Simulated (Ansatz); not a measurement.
Level of theory: DFT, PBEsol, plane waves (420 eV) with PAW, scalar-relativistic (Ansatz). The PAW files were generated under PBE, with cores re-solved for the functional.

An element in the fcc structure gives this curve. The cell is scaled uniformly from the relaxed one, with fractional coordinates and shape fixed. Energies are extrapolated to zero smearing, pressures are those at the given smearing. Magnetic state: spin not included.

```
V (Å³/atom)  E − E₀ (meV/atom)  P (GPa)
     27.203               64.9     6.48
     28.439               26.2     3.95
     29.676                5.5     1.82
     30.912                0.1     0.03
     32.149                7.4    -1.48
     33.385               25.5    -2.75
     34.622               52.6    -3.84
```

Problem. Which element is it?
A. tellurium
B. lutetium
C. yttrium
D. tin

Solution. C. Its fit is V₀ = 30.79 Å³/atom, B₀ = 42 GPa, B₀′ = 3.3.
